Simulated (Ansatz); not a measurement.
Profile along the Ga–N line in GaN (wurtzite)

GaN (wurtzite)

```cif
data_Ga2N2
_chemical_formula_sum 'Ga2 N2'
_space_group_name_H-M_alt 'P63mc'
_space_group_IT_number 186
_space_group_name_Hall 'P 6c -2c'
_cell_length_a 3.18312
_cell_length_b 3.18312
_cell_length_c 5.18363
_cell_angle_alpha 90.000
_cell_angle_beta 90.000
_cell_angle_gamma 120.000
loop_
_atom_site_label
_atom_site_type_symbol
_atom_site_symmetry_multiplicity
_atom_site_Wyckoff_symbol
_atom_site_fract_x
_atom_site_fract_y
_atom_site_fract_z
_atom_site_occupancy
Ga1 Ga 2 b 0.66667 0.33333 0.00099 1
N1 N 2 b 0.33333 0.66667 0.12421 1
```

Fields along a shortest Ga–N line of a (1 -1 0 0) plane (1.95 Å), from Ga to N, interpolated on the slice's grid (step about 0.2 Å). Computed with r2SCAN (plane waves to 500 eV, PAW, scalar-relativistic; Ansatz, a quantum-chemistry and plane-wave program). k mesh 12×12×7. Near the nuclei the fields are pseudised (PAW); where an atom keeps semicore shells as valence, they peak there. GaN was relaxed with its symmetry unable to fall.

```
distance from Ga (Å)  valence electron density (e/Å³)  electron localisation function  density of the highest valence band (e/Å³)  density of the lowest conduction band (e/Å³)
--------------------  -------------------------------  ------------------------------  ------------------------------------------  --------------------------------------------
0.00                                            53.11                               x                                       0.003                                         0.069
0.20                                            34.59                               x                                       0.002                                         0.070
0.39                                            10.36                               x                                       0.003                                         0.066
0.59                                             2.18                            0.10                                       0.011                                         0.054
0.78                                             0.83                            0.23                                       0.039                                         0.032
0.97                                             0.74                            0.48                                       0.087                                         0.015
1.17                                             1.06                            0.81                                       0.164                                         0.025
1.36                                             1.86                            0.85                                       0.282                                         0.094
1.56                                             3.06                               x                                       0.327                                         0.208
1.75                                             3.55                               x                                       0.161                                         0.286
1.95                                             3.43                               x                                       0.003                                         0.296
```

x: too close to a nucleus for the ELF to mean much. Band densities are of whole bands, smooth part only.

Density on the Ga–N line (1.95 Å) at its density minimum, 0.9 Å from Ga: 0.72 e/Å³. ELF at that point: 0.4. Character of the Ga–N contact (rough rule: ELF there above 0.7 covalent, below 0.2 ionic, polar between): polar, between covalent and ionic.
